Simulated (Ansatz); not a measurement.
Starting cell, LiNbO$_{3}$ (space group R-3c):

```
CELL_PARAMETERS angstrom
      2.56213     1.47925     4.51823
     -2.56213     1.47925     4.51823
      0.00000    -2.95850     4.51823
ATOMIC_POSITIONS crystal
  Li 0.75000 0.75000 0.75000
  Li 0.25000 0.25000 0.25000
  Nb 0.00000 0.00000 0.00000
  Nb 0.50000 0.50000 0.50000
  O  0.62539 0.87461 0.25000
  O  0.37461 0.12539 0.75000
  O  0.25000 0.62539 0.87461
  O  0.75000 0.37461 0.12539
  O  0.87461 0.25000 0.62539
  O  0.12539 0.75000 0.37461
```

The atoms are displaced by Q × the pattern below (from a DFPT mode at Γ, largest move 1; Q in Å), at fixed cell.

```
atom       x       y       z
----  ------  ------  ------
Li1    0.000   0.000   1.000
Li2    0.000   0.000  -1.000
O5     0.000   0.062  -0.083
O6     0.000  -0.062   0.083
O7    -0.054  -0.031  -0.083
O8     0.054   0.031   0.083
O9     0.054  -0.031  -0.083
O10   -0.054   0.031   0.083
```

Atoms not listed stay in place.

All values below come from LDA (plane waves to 420 eV, PAW, scalar-relativistic; Ansatz, a quantum-chemistry and plane-wave program). k mesh 8×8×8 (Γ-centred), fixed occupations. Stress and pressure are positive under compression. LiNbO3 is run without spin polarisation. LiNbO3 was relaxed with its symmetry unable to fall. This is one of several known forms of LiNbO3; the measured ambient cells at hand have space group No. 161. 

| Q (Å) | P (GPa) | −dE/dQ from forces (eV/Å) |
|---|---|---|
| -0.660 | (withheld) | 0.750 |
| -0.550 | -0.43 | 0.299 |
| -0.440 | -0.39 | (withheld) |
| -0.330 | -0.27 | (withheld) |
| -0.220 | -0.14 | -0.108 |
| -0.110 | -0.04 | -0.069 |
| 0.000 | 0.00 | 0.000 |
| 0.110 | -0.04 | 0.069 |
| 0.220 | -0.14 | 0.108 |
| 0.330 | -0.27 | (withheld) |
| 0.440 | -0.39 | (withheld) |
| 0.550 | -0.43 | -0.299 |
| 0.660 | (withheld) | -0.750 |

Problem. Fill in the missing entries.

Solution. 
- -0.660, P (GPa): -0.31
- -0.440, −dE/dQ from forces (eV/Å): 0.037
- -0.330, −dE/dQ from forces (eV/Å): -0.084
- 0.330, −dE/dQ from forces (eV/Å): 0.084
- 0.440, −dE/dQ from forces (eV/Å): -0.037
- 0.660, P (GPa): -0.31

(For displaced atoms, the force is minus the slope of the energy, and its curvature is a force constant, which sets phonon frequencies.)
